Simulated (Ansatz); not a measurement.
GaN (wurtzite)

```yaml
crystal:
  lattice:
    - [3.18312, 0.00000, 0.00000]
    - [-1.59156, 2.75667, 0.00000]
    - [0.00000, 0.00000, 5.18363]
  atoms:
    - { symbol: Ga, position: [0.66667, 0.33333, 0.00099] }
    - { symbol: Ga, position: [0.33333, 0.66667, 0.50099] }
    - { symbol: N, position: [0.66667, 0.33333, 0.62421] }
    - { symbol: N, position: [0.33333, 0.66667, 0.12421] }
```

In this cell atom 3 (N, nearest neighbour Ga at 1.946 Å; its periodic images, 3.2 Å or more away, move with it) is moved by s along Cartesian z, unit vector (0.000, 0.000, 1.000); all other atoms and the cell stay fixed.

Level of theory: r2SCAN (plane waves to 500 eV, PAW, scalar-relativistic; Ansatz, a first-principles code). k mesh 10×10×5 (Γ-centred), Fermi-Dirac smearing 0.05 eV. Energies are smeared free energies. GaN was relaxed with its symmetry unable to fall. The zero of ΔE is the undisplaced structure.

```tsv
s (Å)	ΔE (meV/cell)
-0.390	910
-0.312	633
-0.234	withheld
-0.156	188
-0.078	51
0.000	0
0.078	62
0.156	273
0.234	682
0.312	1353
0.390	2373
```

Task: Fit a polynomial form (powers 2, 3, 4) to the given rows and predict ΔE at s = -0.234.

Result: Least squares on the 10 given rows: ΔE = (9101)·s² + (12220)·s³ + (11140)·s⁴, in meV/cell with s in Å; root-mean-square residual 6.5 meV/cell. At -0.234 the fit gives 375 meV/cell; the calculation gives 388 meV/cell, so the interpolation is off by -13 (-3.4 %). The quadratic term alone would give 498 meV/cell.

(A displaced cell: forces are minus the slopes of the energy, force constants its curvatures, and phonons follow from these.)
